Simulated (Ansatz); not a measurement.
## Stress against strain in Ta

```xyz
1
Lattice="-1.6513 1.6513 1.6513 1.6513 -1.6513 1.6513 1.6513 1.6513 -1.6513" Properties=species:S:1:pos:R:3 pbc="T T T"
Ta    0.0000    0.0000    0.0000
```

The cell comes from COD entry 1541266, which wasn't checked; take it as a given geometry.

No spin–orbit coupling, which matters for the heavy atoms here.

Level of theory: DFT, PBEsol, all-electron LAPW, scalar-relativistic in Ansatz 0.2.0.

Numerical set-up: a Γ-centred 17×17×17 k mesh, Fermi–Dirac smearing of 0.08 eV, basis error target 0.5 meV/atom, no spin polarisation.

The strain is applied along the Cartesian axes of the cell as listed (the other components stay zero). Fractional coordinates are held (clamped ions).

σ is the change of stress from the unstrained cell, which is at -3.87 GPa; tension is positive, so slopes are stress–strain coefficients at that pressure. In a metal the k mesh adds noise.

Only quantities that a quadratic follows smoothly over the whole series are listed; rougher ones are left out.

```tsv
εzz	σzz (GPa)	σxx (GPa)
-0.0300	-8.70	-5.14
-0.0200	-5.61	-3.33
0.0000	0.00	0.00
0.0100	2.54	1.53
0.0200	4.91	2.97
0.0300	7.15	4.33
```

Q: Fit the series and read off the stiffness at zero strain.

A: Least-squares fits y = p0 + p1 x + p2 x² to the rows give σzz (GPa): p1 = 264, p2 = -850; σxx (GPa): p1 = 158, p2 = -450. So C11 = 264 GPa and C12 = 158 GPa, which gives B = (C11 + 2 C12)/3 = 193 GPa.

Q: One run, at εzz = -0.0100, is withheld. Predict its row.

A: The fits give -2.73, -1.62; the run gave -2.71, -1.62.
